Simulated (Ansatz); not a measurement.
Molecular dynamics on a 2×2×2 supercell (24 atoms) of CdH2 (fluorite), relaxed with r2SCAN. Forces come from r2SCAN in Ansatz 0.2.0: constant energy and volume (NVE), velocities drawn at 100 K, steps of 1 fs. Spin polarisation is off, nuclei are classical, and the run is far too short for thermal averages. The structure comes from a prototype and may be hypothetical.

```yaml
crystal:
  lattice:
    - [0.0, 5.0543351311, 5.0543351311]
    - [5.0543351311, 0.0, 5.0543351311]
    - [5.0543351311, 5.0543351311, 0.0]
  atoms:
    - { symbol: Cd, position: [0.0, 0.0, 0.0] }
    - { symbol: H, position: [0.125, 0.125, 0.125] }
    - { symbol: H, position: [0.375, 0.375, 0.375] }
    - { symbol: Cd, position: [0.0, 0.0, 0.5] }
    - { symbol: H, position: [0.125, 0.125, 0.625] }
    - { symbol: H, position: [0.375, 0.375, 0.875] }
    - { symbol: Cd, position: [0.0, 0.5, 0.0] }
    - { symbol: H, position: [0.125, 0.625, 0.125] }
    - { symbol: H, position: [0.375, 0.875, 0.375] }
    - { symbol: Cd, position: [0.0, 0.5, 0.5] }
    - { symbol: H, position: [0.125, 0.625, 0.625] }
    - { symbol: H, position: [0.375, 0.875, 0.875] }
    - { symbol: Cd, position: [0.5, 0.0, 0.0] }
    - { symbol: H, position: [0.625, 0.125, 0.125] }
    - { symbol: H, position: [0.875, 0.375, 0.375] }
    - { symbol: Cd, position: [0.5, 0.0, 0.5] }
    - { symbol: H, position: [0.625, 0.125, 0.625] }
    - { symbol: H, position: [0.875, 0.375, 0.875] }
    - { symbol: Cd, position: [0.5, 0.5, 0.0] }
    - { symbol: H, position: [0.625, 0.625, 0.125] }
    - { symbol: H, position: [0.875, 0.875, 0.375] }
    - { symbol: Cd, position: [0.5, 0.5, 0.5] }
    - { symbol: H, position: [0.625, 0.625, 0.625] }
    - { symbol: H, position: [0.875, 0.875, 0.875] }
kpoints:
  mp_grid: { grid: [2, 2, 2] }
hamiltonian:
  xc: r2scan
scf:
  occupations: { method: fermi_dirac, width: 0.02 }
md:
  ensemble: nve
  temperature: 100
  timestep: 1.0
  n_steps: 30
  initial_velocities: maxwell_boltzmann
  seed: 868
```

Command: `ansatz run input.yaml --threads 4 --pin off --max-ram 3686MiB --backend cpu --events-out ev --progress --plain --runs-dir out`. It took 4 min on 4 threads of Arm Neoverse V2 (shared host), load about 0.7 per core; peak host memory 1.4 GiB.

```
step  t (fs)  T (K)  free energy F from step 0 (meV/atom)  kinetic energy (meV/atom)  largest force (eV/Å)
   0       0    100                                   0.0                       12.4                  0.00
   1       1    102                                  -0.3                       12.7                  0.24
   2       2    111                                  -1.3                       13.7                  0.42
   3       3    128                                  -3.4                       15.8                  0.55
   4       4    158                                  -7.1                       19.5                  0.66
   5       5    205                                 -12.9                       25.3                  0.76
   6       6    272                                 -21.2                       33.7                  0.85
   7       7    364                                 -32.6                       45.1                  0.94
   8       8    481                                 -47.2                       59.6                  1.00
   9       9    622                                 -64.7                       77.1                  1.03
  10      10    778                                 -84.2                       96.4                  1.01
  11      11    935                                -103.8                      115.8                  0.92
  12      12   1074                                -121.1                      133.0                  1.14
  13      13   1174                                -133.8                      145.5                  1.48
  14      14   1225                                -140.0                      151.7                  1.74
  15      15   1227                                -140.2                      151.9                  1.89
  16      16   1196                                -136.2                      148.2                  2.12
  17      17   1161                                -131.6                      143.8                  2.05
  18      18   1145                                -129.5                      141.9                  2.42
  19      19   1162                                -131.7                      144.0                  2.48
  20      20   1204                                -137.1                      149.2                  2.15
  21      21   1247                                -142.6                      154.5                  1.61
  22      22   1269                                -145.3                      157.2                  1.41
  23      23   1257                                -143.8                      155.7                  1.13
  24      24   1214                                -138.4                      150.4                  1.03
  25      25   1146                                -129.9                      142.0                  0.98
  26      26   1063                                -119.6                      131.7                  1.09
  27      27    971                                -108.1                      120.3                  1.46
  28      28    876                                 -96.3                      108.6                  1.90
  29      29    789                                 -85.5                       97.8                  2.28
  30      30    725                                 -77.4                       89.8                  2.49
```

The temperature goes from 100 K to 725 K in 30 fs. The free energy ends below that of the starting lattice, which is therefore no minimum: the cell is distorting and heats up. The conserved energy stays within 0.81 meV an atom. By the last step the atoms have moved 0.95 Å in the root mean square, the drift of the whole cell taken out, 1.38 Å at most.

Positions (Å) and forces (eV/Å) at step 30:
```
Cd  -0.049  -0.014   0.051     0.087   2.313   0.908
H    2.103   2.186   1.824    -0.232  -0.882  -0.068
H    4.848   3.618   4.295    -0.299  -1.370  -0.911
Cd   2.525   2.572   0.007     0.200  -0.012   0.198
H    2.689   4.379   0.638    -0.030   0.215   0.360
H    5.682   6.539   3.898     0.058  -0.402   0.095
Cd   2.536  -0.015   2.516    -0.185   1.165  -0.639
H    3.077   1.019   4.347     0.204  -0.767  -1.044
H    5.253   4.350   6.898     0.070   0.507  -0.011
Cd   5.079   2.472   2.503     0.499   0.071   0.231
H    7.376   3.541   3.342     0.089  -0.420   0.413
H    9.508   7.195   5.903     0.024  -0.449   0.229
Cd   0.000   2.550   2.497     0.525  -0.077   0.253
H    2.437   3.606   3.275    -0.068  -1.355   1.034
H    4.617   7.241   5.867    -0.295  -0.609   0.113
Cd   2.502   5.041   2.487    -0.016   1.966  -0.879
H    3.164   6.104   4.236     0.057  -0.331  -0.591
H    5.215   9.365   6.906     0.136   0.636  -0.020
Cd   2.576   2.532   5.078    -0.018   0.822   0.388
H    2.728   4.377   5.717    -0.080   0.086   0.358
H    5.760   6.679   9.091    -0.176  -0.683   0.118
Cd   5.042   5.032   5.061    -0.136   2.087   0.860
H    7.161   7.179   6.950    -0.213  -0.877  -0.217
H    9.894   8.642   9.494    -0.201  -1.636  -1.179
```
